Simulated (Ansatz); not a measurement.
# P$_{2}$W: reading a single point

```
CELL_PARAMETERS angstrom
3.14688 0.00000 0.00000
1.57344 -5.54818 0.00000
0.00000 0.00000 -4.94488
ATOMIC_POSITIONS crystal
P 0.42990 0.14020 0.88330
P 0.57010 0.85980 0.38330
P 0.29800 0.40400 0.19970
P 0.70200 0.59600 0.69970
W 0.09314 0.81372 0.00000
W 0.90686 0.18628 0.50000
```

The numbers come from plane-wave PAW DFT (Ansatz): r2SCAN, no spin polarisation, 500 eV, 9×9×6 Γ-centred k points, fermi-dirac occupations (width 0.0474 eV). Nothing was relaxed.

What does the stress say?

The pressure is 5.5 GPa (compression positive), so with the atoms held at these fractions the cell would first expand.

Which atom feels the largest force, and which way?

The largest is on W5 (and as large on other atoms): 0.06 eV/Å, components (0.00, 0.04, -0.03). It makes 136° with the line to a nearest neighbour, P1 at 2.47 Å, pointing away from it.

What is the formation energy?

-0.40 eV an atom against the elements' usual phases (free molecules for gases, crystals otherwise, with no correction for O₂ or N₂), so it is bound against them; other compounds may still compete. Relaxing would lower it.

Which element gives electrons and which takes them?

Bader charges in e: P -0.58 to -0.42, W +1.00. In the mean W gives up most and P takes most, against the order of Pauling's electronegativities.

What happens at the Fermi level?

It is a metal, with about 0.9 states/eV a cell as the mean within 0.25 eV of the Fermi level, mostly W d (71 %) and P p (18 %).

Origin: a database entry at a rescaled volume.
